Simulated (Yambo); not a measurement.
NaOH (space group P2_1, No. 4), G0W0@PBEsol in Yambo with this input:

```
rim_cut
gw0
dyson
el_el_corr
HF_and_locXC
ppa
em1d
RandQpts= 1000000
RandGvec= 1 Ry
EXXRLvcs= 88 Ry
VXCRLvcs= 352 Ry
Chimod= "HARTREE"
% BndsRnXp
 3 | 112 |
%
NGsBlkXp= 8 Ry
% LongDrXp
 1.0 | 1.0 | 1.0 |
%
PPAPntXp= 27.2114 eV
% GbndRnge
 1 | 112 |
%
GTermKind= "BG"
DysSolver= "n"
ExtendOut
```

On a 4×4×4 mesh, with wavefunctions cut at 88 Ry, the gap ((0, 0, -0.5) → Γ) is 6.361 eV and the valence edge shifts by -1.718 eV.

### Question
What happens with this change: 54 bands in W?

### Answer
The gap rises by 0.065 eV, to 6.426 eV; the shift of the valence edge becomes -1.605 eV. Neither run is shown to be the converged limit.

Geometry of the Materials Project entry, not relaxed at this level; primitive cell a = 3.426 Å, b = 3.346 Å, c = 5.295 Å, α = 90.00°, β = 107.30°, γ = 90.00°.

The structure is a Materials Project entry; no match was found in the copy of COD used, and its stability was not checked.

A shift is the quasiparticle energy of the state minus its PBEsol energy.
